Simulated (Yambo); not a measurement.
Given:

```
LuAgO2
1.0
    1.64284     0.94850     5.97850
   -1.64284     0.94850     5.97850
    0.00000    -1.89699     5.97850
O Ag Lu
2 1 1
Direct
  0.88992   0.88992   0.88992
  0.11008   0.11008   0.11008
  0.00000   0.00000   0.00000
  0.50000   0.50000   0.50000
```

Workflow: PBEsol (Quantum ESPRESSO, PseudoDojo norm-conserving, 100 Ry, no spin-orbit coupling), then G0W0 in Yambo (4×4×4 Γ-centred k mesh, bands 6 to 128 and a 8 Ry block in the screening, 128 bands in G with the Bruneval-Gonze terminator, plasmon pole fitted at 27.2 eV).

Q: Give the PBEsol and G0W0 gaps between the band edges found on this mesh, and say where the edges lie.

A: Edges: L → Γ. PBEsol: 2.44 eV; G0W0: 3.48 eV. Among the k points computed, the smallest G0W0 gap is 2.84 eV, Γ → L. Convergence of the G0W0 settings was not tested. Spin-orbit splittings are left out. The 4f states are in the valence at their DFT position.

Geometry strained from the cell relaxed with PBEsol, atoms relaxed again.

The structure is a Materials Project entry; no match was found in the copy of COD used, and its stability was not checked.
